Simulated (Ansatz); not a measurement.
Relaxed-ion elastic tensor of TaS2 (CdI2 type, P-3m1) in GPa (Voigt order), plane-wave PAW LDA (Ansatz code); density 7.58 g/cm³, 17.90 Å³ per atom.

```json
[
 {"": "1", "1": "193", "2": "35.2", "3": "14.0", "4": "-8.1", "5": "0.0", "6": "0.0"},
 {"": "2", "1": "35.2", "2": "193", "3": "14.0", "4": "8.1", "5": "0.0", "6": "0.0"},
 {"": "3", "1": "14.0", "2": "14.0", "3": "59.7", "4": "0.0", "5": "0.0", "6": "0.0"},
 {"": "4", "1": "-8.1", "2": "8.1", "3": "0.0", "4": "23.0", "5": "0.0", "6": "0.0"},
 {"": "5", "1": "0.0", "2": "0.0", "3": "0.0", "4": "0.0", "5": "23.0", "6": "-8.1"},
 {"": "6", "1": "0.0", "2": "0.0", "3": "0.0", "4": "0.0", "5": "-8.1", "6": "79.0"}
]
```

### Question
Is the crystal mechanically stable?

### Answer
Yes: the smallest eigenvalue of C is 21.8 GPa.

### Question
Work out the Voigt, Reuss and Hill averages.

### Answer
K_V = 63.6, K_R = 45.4, K_H = 54.5; G_V = 50.5, G_R = 34.4, G_H = 42.5 GPa.

### Question
Give Young's modulus, Poisson's ratio, Pugh's ratio and the universal anisotropy index.

### Answer
E = 9KG/(3K + G) = 101 GPa; ν = 0.19; K/G = 1.28 (brittle by the Pugh limit of 1.75); A_U = 5G_V/G_R + K_V/K_R − 6 = 2.74.

### Question
Estimate the sound speeds and the Debye temperature.

### Answer
v_l = √((K + 4G/3)/ρ) = 3830 m/s, v_t = √(G/ρ) = 2370 m/s, mean 2610 m/s; Θ = (h/k)(3n/4πV)^(1/3) v_m = 297 K.

### Question
How much does each axis shrink under pressure?

### Answer
Linear compressibilities β_i = Σ_j S_ij (j = 1 to 3): x 3.5, y 3.5, z 15 per TPa.

This is a known high-temperature phase of the composition, computed here at zero pressure and temperature. The LDA relaxation kept the symmetry of its start; whether a distortion lowers the energy is not shown. No spin polarisation was allowed. A crystal of weakly bound layers computed without a dispersion correction: the cell and the soft elastic constants depend strongly on that. As this level gives no gap, shear constants depend on the k-mesh and smearing (Fermi–Dirac, 0.1 eV here). Spin–orbit coupling is left out wherever it is not named.

Potentials: the earlier of the program's two PAW sets. The files were generated under PBE; for other functionals the program regenerates the frozen cores, and for LDA and PBEsol the local potential too.
